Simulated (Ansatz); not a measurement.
# Relaxing a structure of BePd

The start is a generated cell, BePd built in the AFLOW prototype AB_oP8_57_d_d (as in TlF). The cell and all atomic positions are relaxed at zero pressure with PBEsol (plane waves to 420 eV, PAW, scalar-relativistic; Ansatz, an electronic-structure program). The first steps use a coarse 7×7×8 k-mesh.

Input geometry:
```yaml
crystal:
  lattice:
    - [4.93863, 0.00000, 0.00000]
    - [0.00000, 4.44687, 0.00000]
    - [0.00000, 0.00000, 4.19928]
  atoms:
    - { symbol: Be, position: [0.25500, 0.50960, 0.25000] }
    - { symbol: Be, position: [0.25500, 0.99040, 0.75000] }
    - { symbol: Be, position: [0.74500, 0.00960, 0.25000] }
    - { symbol: Be, position: [0.74500, 0.49040, 0.75000] }
    - { symbol: Pd, position: [0.85930, 0.56280, 0.25000] }
    - { symbol: Pd, position: [0.85930, 0.93720, 0.75000] }
    - { symbol: Pd, position: [0.14070, 0.06280, 0.25000] }
    - { symbol: Pd, position: [0.14070, 0.43720, 0.75000] }
```

```json
{
  "initial_pressure": "+38.8 GPa (positive: the cell is compressed)",
  "largest_initial_force": "4.52 eV/Å, on Pd5, Pd6, Pd7, Pd8 (atoms numbered as listed)",
  "outcome": "The space group goes from Pbcm (No. 57) to P4/nmm (No. 129); the end is AFLOW prototype AB_tP4_129_c_c (B11, as in TiCu), with 4 atoms in the primitive cell",
  "energy_released": "0.69 eV/atom",
  "optimiser_moves": "15"
}
```

Final values are on a 16×16×9 k-mesh of the relaxed cell. No spin polarisation in the result.

The run could not lose the symmetry of its start: the end is stationary, and may be a saddle point rather than a minimum.

The relaxed structure here is a generated cell of BePd: the first start was made by placing the elements on the sites of a structure type, and the end was not matched to a known phase here, so it may be hypothetical.
